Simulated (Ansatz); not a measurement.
InSb (wurtzite, P6_3mc), PBEsol (plane waves, PAW; program Ansatz), all energies at zero smearing, with the estimated change up to a 700 eV cutoff added, with one set of potentials and settings (totals compare only within such a set). Cell of 4 atoms (2 In, 2 Sb): -23867.265 eV.

| element | reference phase | E (eV/atom) |
|---|---|---|
| In | I4/mmm, 1 atoms in the cell | -5525.4106 |
| Sb | R-3m, 2 atoms in the cell | -6408.0873 |

Formation energy per atom, worked out: (-23867.265 − 2×(-5525.4106) − 2×(-6408.0873))/4 = -0.067 eV/atom (-6 kJ per mol of atoms), at 0 K, without zero-point energy or fitted corrections.

The start of the workflow was typed in or built on a structure type; neither database checked (COD, Materials Project) lists it. It is not the phase usual at ambient conditions (space group No. 216). The cell was relaxed with PBEsol under the symmetry of its start; of distortions, only those at the zone centre were tested. The references are the lowest solids computed at this level, not always the standard phases. Spin–orbit coupling is left out wherever it is not named.

Potentials: the later of the program's two PAW sets.
